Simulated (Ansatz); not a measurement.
# Si: two-dimensional strain map

All numbers below come from DFT LDA, scalar-relativistic, plane waves, PAW in Ansatz. The runs took a 420 eV cutoff, a Γ-centred 20×20×20 mesh and Gaussian smearing (0.15 eV). No spin polarisation. Energies are free energies at this smearing, counted from the undisturbed cell; pressure is positive in compression.

Reference structure (as given, not relaxed at this level; it stands at -0.8 GPa; this form isn't the usual structure):

```
Si
1.0
    -2.37137    2.37137    1.32927
     2.37137   -2.37137    1.32927
     2.37137    2.37137   -1.32927
Si
2
Direct
  0.25000 0.75000 0.50000
  0.50000 0.50000 0.00000
```

The cell is strained by p along both x and y and by q along z, fractional coordinates fixed. Points are written (p, q).

Energy above the undisturbed cell in meV/atom (a dash: not computed):

```csv
p \ q,-0.080,-0.040,0.000,0.040,0.080
-0.080,390.2,288.7,226.3,193.3,176.2
-0.040,148.1,79.1,48.1,40.5,49.6
0.000,44.7,5.6,0.0,17.2,47.5
0.040,41.2,22.2,39.7,76.1,124.3
0.080,102.6,102.1,134.6,188.1,250.1
```

Pressure in GPa:

```csv
p \ q,-0.080,-0.040,0.000,0.040,0.080
-0.080,48.4,38.3,30.5,24.6,19.6
-0.040,25.5,17.5,11.4,6.8,3.4
0.000,10.3,3.9,-0.8,-4.3,-6.8
0.040,0.3,-4.9,-8.5,-11.0,-12.6
0.080,-5.9,-10.2,-13.1,-14.8,-16.0
```